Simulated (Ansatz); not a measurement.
Input:

Zr2SiN:
```cif
data_N2Si2Zr4
_chemical_formula_sum 'Zr4 Si2 N2'
_space_group_name_H-M_alt 'P63/mmc'
_space_group_IT_number 194
_space_group_name_Hall '-P 6c 2c'
_cell_length_a 3.22212
_cell_length_b 3.22212
_cell_length_c 13.43685
_cell_angle_alpha 90.000
_cell_angle_beta 90.000
_cell_angle_gamma 120.000
loop_
_atom_site_label
_atom_site_type_symbol
_atom_site_symmetry_multiplicity
_atom_site_Wyckoff_symbol
_atom_site_fract_x
_atom_site_fract_y
_atom_site_fract_z
_atom_site_occupancy
Zr1 Zr 4 f 0.33333 0.66667 0.09492 1
Si1 Si 2 d 0.66667 0.33333 0.25000 1
N1 N 2 a 0.00000 0.00000 0.00000 1
```

This is the PBEsol-relaxed structure.

### Question
All from the program Ansatz at the PBEsol level (PAW), unless another level is named. Predict the electronic character.

### Answer
metallic (no gap).

### Question
What about the density of states at the Fermi level?

### Answer
0.40 states/eV per atom (mean over ±0.08 eV).

### Question
Predict the formation energy from the elements (no fitted shifts).

### Answer
-1.29 eV/atom.

Space group P6_3/mmc. The start of the workflow was typed in or built on a structure type; neither database checked (COD, Materials Project) lists it. Whether it is the stable phase at ambient conditions was not checked. The cell was relaxed with PBEsol under the symmetry of its start; its stability against distortions is not shown here. No spin polarisation was allowed. The references are the lowest solids computed at this level, not always the standard phases (solids in place of the gases). Scalar-relativistic: spin–orbit coupling is off unless named, which matters more the heavier the elements.

Potentials: the earlier of the program's two PAW sets. The files were generated under PBE; for other functionals the program regenerates the frozen cores, and for LDA and PBEsol the local potential too.
